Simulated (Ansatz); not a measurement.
Na3Bi in space group P6_3/mmc (No. 194; Na on 4f, Na on 2b, Bi on 2c) under volume change, PBEsol (plane waves, PAW; program Ansatz), shape and atoms relaxed at each volume.

```csv
V (Å³/atom),E − E(relaxed) (meV/atom),P (GPa)
27.819,16.5,2.09
28.737,(withheld),(withheld)
29.654,1.7,0.59
30.571,0.0,0.00
31.488,(withheld),(withheld)
32.405,5.7,-0.94
33.322,12.1,-1.32
```

Problem. Some entries are withheld; supply them.

Solution. 
- 28.737, E − E(relaxed) (meV/atom): 7.0
- 28.737, P (GPa): 1.28
- 31.488, E − E(relaxed) (meV/atom): 1.5
- 31.488, P (GPa): -0.51

Problem. What does a third-order Birch–Murnaghan fit give for V₀, B₀ and B′?

Solution. V₀ = 30.57 Å³/atom, B₀ = 18.2 GPa, B′ = 4.1.

The first step of the workflow began from a Materials Project structure, measured or hypothetical; the Crystallography Open Database files this formula in space group No. 194, but the cells were not matched. Its standing as an ambient phase is unchecked. The PBEsol relaxation kept the symmetry of its start; whether a distortion lowers the energy is not shown. Scalar-relativistic: spin–orbit coupling is off unless named, which matters more the heavier the elements.

Potentials: the earlier of the program's two PAW sets. The files were generated under PBE; for other functionals the program regenerates the frozen cores, and for LDA and PBEsol the local potential too.
